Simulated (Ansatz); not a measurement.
Single point in Ansatz 0.2.0 with PBE, no spin polarisation. Cutoff 420 eV, PAW datasets, 7×7×7 Γ-centred k mesh, cold filling (width 0.036 eV).

Computed maps in the lattice plane spanned by b (left to right, 4.14 Å, 13 points from zero) and c (bottom to top, 5.87 Å, 18 points from zero), 69° apart, at height 0.703 along a. The fields are smooth PAW ones with compensation charges, not the true ones near nuclei.

Valence density. Digits on a logarithmic scale: 0 up to 0.03 e/Å³, each further digit a factor of 1.6, 9 from 1.3 e/Å³ up:
```
3344555443333
3445677654433
3456899975433
3457999997543
3357999999643
2346899999753
2234699999753
3333568998653
4444445666544
5555444444444
5666543333334
6777754322234
5766765322224
5676765321123
4567765422122
3455654332222
2334444332222
3334444333333
```

**Question.** The cell is Bi$_{3}$B$_{2}$. Which atoms lie within 0.2 Å of this plane, and where (fractions of b and c)?

**Answer.** Bi at (0.50, 0.70), B at (0.22, 0.28). The whole cell:
```xyz
5
Lattice="-2.0690 3.4303 4.2861 4.1380 0.0000 0.0000 2.0690 3.4303 -4.2861" Properties=species:S:1:pos:R:3 pbc="T T T"
Bi    0.0000    0.0000    0.0000
Bi    2.0690    4.8244    0.0000
Bi    2.0690    2.0362    0.0000
B     0.0000    3.4303    1.9244
B     4.1380    3.4303   -1.9244
```

Origin: a known structure type with other elements, at an estimated volume, so it need not be a known compound.
